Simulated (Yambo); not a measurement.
Yambo run on CdF2 (fluorite, space group Fm-3m, No. 225). The wavefunctions are PBEsol (Quantum ESPRESSO, PseudoDojo norm-conserving, 102 Ry, with spin-orbit coupling) ones on a 4×4×4 mesh (34 occupied bands); a = 3.819 Å, b = 3.819 Å, c = 3.819 Å, α = 60.00°, β = 60.00°, γ = 60.00°.

Yambo input:

```
rim_cut
gw0
dyson
el_el_corr
HF_and_locXC
ppa
em1d
RandQpts= 1000000
RandGvec= 1 Ry
EXXRLvcs= 102 Ry
VXCRLvcs= 408 Ry
Chimod= "HARTREE"
% BndsRnXp
 9 | 86 |
%
NGsBlkXp= 8 Ry
% LongDrXp
 1.0 | 1.0 | 1.0 |
%
PPAPntXp= 27.2114 eV
% GbndRnge
 1 | 164 |
%
GTermKind= "BG"
DysSolver= "n"
ExtendOut
% QPkrange
 1 | 1 | 34 | 35 |
 8 | 8 | 34 | 34 |
%
```

k points by index: 1 = Γ, 8 = W.

Table of the .qp output:

```
#    K-point    Band    Eo [eV]    E [eV]    E-Eo [eV]    Vxc [eV]    Vnlxc [eV]    Sc|Eo [eV]    Sc|E [eV]    dSc/dw|Eo [eV]    Re(Z)    Im(Z)
#
    1    34    -0.414109    -2.313401    -1.899293    -24.91334    -32.48170    5.201583    5.669074    -6.697267    0.802489    -0.001204
    1    35    2.926963    4.256173    1.329211    -12.65148    -8.084937    -3.034491    -3.237336    -4.152417    0.867604    -0.761173E-3
    8    34    0.000000    -1.610572    -1.610572    -24.09001    -31.52682    5.394956    5.826233    -7.285956    0.788795    -0.001271
```
(The two width columns are left out.) Convergence of these settings isn't established.

Geometry of the Materials Project entry, not relaxed at this level.
